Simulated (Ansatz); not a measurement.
**zincblende-structured CuTe**

The computed numbers are results of PBEsol, scalar-relativistic (collinear spin) in the plane-wave PAW code Ansatz at 420 eV, 8×8×8 k-mesh, Gaussian smearing of 0.05 eV. The datasets are Ansatz's generated set soft_2.

```cif
data_structure
_symmetry_space_group_name_H-M 'P 1'
_symmetry_Int_Tables_number 1
_cell_length_a 4.0903
_cell_length_b 4.0903
_cell_length_c 4.0903
_cell_angle_alpha 60.000
_cell_angle_beta 60.000
_cell_angle_gamma 60.000
_cell_volume 48.39
loop_
_atom_site_label
_atom_site_type_symbol
_atom_site_fract_x
_atom_site_fract_y
_atom_site_fract_z
_atom_site_occupancy
Cu1 Cu 0.00000 0.00000 0.00000 1
Te1 Te 0.25000 0.25000 0.25000 1
```

This is a trial structure; measured cells of the compound in the Crystallography Open Database are in space group Pmmn.

Magnetic state: non-magnetic, site spin moments none.

Task: Which orbitals carry the states at the Fermi level, and how many states are there?

Result: Within 0.1 eV of it: Te 5p 72 %, Cu 3d 26 % (shares among the projected shells). The density of states at the Fermi level is about 1.5 states/eV per cell, averaged over 0.3 eV.

Density of states (tetrahedra, averaged over 0.3 eV; states/eV per cell of 2 atoms; energy in eV from the Fermi level; projections on Löwdin-orthogonalised atomic orbitals, summed over sites):

```tsv
E	total	Te 5p	Cu 3d down	Cu 3d up	Cu 4s	Te 5s
-5.20	0.1	0.1	0.0	0.0	0.0	0.0
-4.90	2.0	1.3	0.1	0.1	0.4	0.0
-4.60	3.1	1.9	0.2	0.2	0.6	0.1
-4.30	0.8	0.4	0.2	0.2	0.1	0.0
-4.00	1.5	0.7	0.4	0.4	0.1	0.0
-3.70	5.1	1.7	1.6	1.6	0.1	0.0
-3.40	7.0	1.9	2.5	2.5	0.0	0.0
-3.10	0.4	0.1	0.1	0.1	0.0	0.0
-2.80	9.1	0.1	4.5	4.5	0.0	0.0
-2.50	6.8	0.1	3.2	3.2	0.1	0.1
-2.20	2.1	0.2	0.8	0.8	0.1	0.1
-1.90	1.9	0.6	0.6	0.6	0.1	0.1
-1.60	1.7	0.7	0.4	0.4	0.0	0.1
-1.30	2.1	1.1	0.4	0.4	0.0	0.0
-1.00	1.9	1.1	0.3	0.3	0.0	0.0
-0.70	1.7	1.0	0.3	0.3	0.0	0.0
-0.40	1.6	1.0	0.2	0.2	0.0	0.0
-0.10	1.5	1.0	0.2	0.2	0.0	0.0
0.20	1.3	0.9	0.2	0.2	0.0	0.0
0.50	0.8	0.6	0.1	0.1	0.0	0.0
0.80	0.5	0.4	0.1	0.1	0.0	0.0
1.10	0.3	0.2	0.0	0.0	0.0	0.0
1.40	0.1	0.1	0.0	0.0	0.0	0.0
1.70	0.0	0.0	0.0	0.0	0.0	0.0
2.00	0.0	0.0	0.0	0.0	0.0	0.0
2.30	0.0	0.0	0.0	0.0	0.0	0.0
2.60	0.0	0.0	0.0	0.0	0.0	0.0
2.90	0.0	0.0	0.0	0.0	0.0	0.0
3.20	0.0	0.0	0.0	0.0	0.0	0.0
3.50	0.3	0.0	0.0	0.0	0.0	0.0
3.80	0.8	0.1	0.0	0.0	0.2	0.0
4.10	1.3	0.2	0.0	0.0	0.3	0.1
4.40	2.0	0.3	0.0	0.0	0.5	0.1
4.70	1.7	0.2	0.0	0.0	0.4	0.1
5.00	1.2	0.2	0.0	0.0	0.3	0.0
```

With 35 valence electrons in the calculation's cell and no magnetic order, the bands, two electrons each, can't all be full or empty: band theory demands a metal. (Only strong correlation, outside this picture, could make a Mott insulator of it.)

No spin–orbit coupling, a notable omission for heavy elements. The starting moments died out; a magnetic state reached from other starts isn't excluded.
